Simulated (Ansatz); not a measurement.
CaSe:
```cif
data_Ca4Se4
_chemical_formula_sum 'Ca4 Se4'
_space_group_name_H-M_alt 'Fm-3m'
_space_group_IT_number 225
_space_group_name_Hall '-F 4 2 3'
_cell_length_a 5.86813
_cell_length_b 5.86813
_cell_length_c 5.86813
_cell_angle_alpha 90.000
_cell_angle_beta 90.000
_cell_angle_gamma 90.000
loop_
_atom_site_label
_atom_site_type_symbol
_atom_site_symmetry_multiplicity
_atom_site_Wyckoff_symbol
_atom_site_fract_x
_atom_site_fract_y
_atom_site_fract_z
_atom_site_occupancy
Ca1 Ca 4 a 0.00000 0.00000 0.00000 1
Se1 Se 4 b 0.50000 0.50000 0.50000 1
```
(The calculation used a cell of 2 atoms; values per cell refer to that cell.)

Relaxed with PBEsol. Plane-wave PAW PBEsol (Ansatz code) gives a gap of 1.88 eV.

Task: What gap does HSE06 give on the same cell (Ansatz, PAW)?

Result: 2.91 eV, 1.03 eV more. The hybrid was solved on a coarser mesh and at special points; its gap is the smallest among all of these.

| k | v1 PBEsol | c1 PBEsol | v1 HSE06 | c1 HSE06 |
|---|---|---|---|---|
| Γ | 0.00 | 3.31 | ___ | ___ |
| X | -0.97 | 1.88 | -1.07 | 2.91 |
| L | -1.26 | 4.42 | ___ | ___ |
| W | -1.75 | 4.37 | ___ | ___ |
| K | -1.16 | 3.19 | ___ | ___ |

Task: Top valence (v1) and lowest conduction level (c1) in eV from each method's valence maximum (which need not be a listed point): supply the withheld HSE06 values.

Result: 
- L, v1 HSE06: -1.31
- L, c1 HSE06: 5.42
- W, v1 HSE06: -1.86
- W, c1 HSE06: 5.65
- K, v1 HSE06: -1.25
- K, c1 HSE06: 4.31
- Γ, v1 HSE06: 0.00
- Γ, c1 HSE06: 4.44

Cost on shared cores: the PBEsol run (SCF on a 8×8×8 mesh, then bands and DOS) very roughly 5 core-seconds, the HSE06 run (SCF on 6×6×6, then a few points) roughly 80 core-seconds; the tasks are unlike.

The PBEsol relaxation kept the symmetry of its start. Scalar-relativistic: spin–orbit coupling is off unless named, which matters more the heavier the elements.

Potentials: the later of the program's two PAW sets.
